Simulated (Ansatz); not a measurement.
TaC:
```
TaC
1.0
    0.00000     2.39531     2.39531
    2.39531     0.00000     2.39531
    2.39531     2.39531     0.00000
Ta C
1 1
Cartesian
  0.00000   0.00000   0.00000
  1.19765   1.19765   1.19765
```

Relaxed with PBEsol. Special points in fractions of this cell's reciprocal vectors: Γ (0.000, 0.000, 0.000); X (0.500, 0.000, 0.500); U (0.625, 0.250, 0.625); K (0.375, 0.375, 0.750); L (0.500, 0.500, 0.500); W (0.500, 0.250, 0.750).

Question: List the band energies nearest the Fermi level at these points for plane-wave PAW PBEsol with spin–orbit coupling (Ansatz code).

Answer: In eV from the Fermi level; about four levels below and three above (degenerate sets whole), none deeper than 8.9 eV; points with the same levels are listed once.

```
k                                below                above
-  -----------------------------------  -------------------
Γ  -4.50 -4.50 -4.50 -4.50 -4.38 -4.38  1.44 1.44 1.44 1.44
X              -1.52 -1.52 -1.02 -1.02  2.89 2.89 3.10 3.10
U              -2.40 -2.26 -1.33 -1.17       1.82 2.08 2.89
L              -3.85 -3.85 -3.69 -3.69  1.94 1.94 2.47 2.47
W              -1.96 -1.83 -1.62 -0.88       1.38 1.75 3.10
```

Space group F-43m (zinc blende). The start of the workflow was typed in or built on a structure type; neither database checked (COD, Materials Project) lists it. It is not the phase usual at ambient conditions (space group No. 225). Symmetry was held in the PBEsol relaxation; its stability against distortions is not shown here. No spin polarisation was allowed.

Potentials: the earlier of the program's two PAW sets. The files were generated under PBE; for other functionals the program regenerates the frozen cores, and for LDA and PBEsol the local potential too.
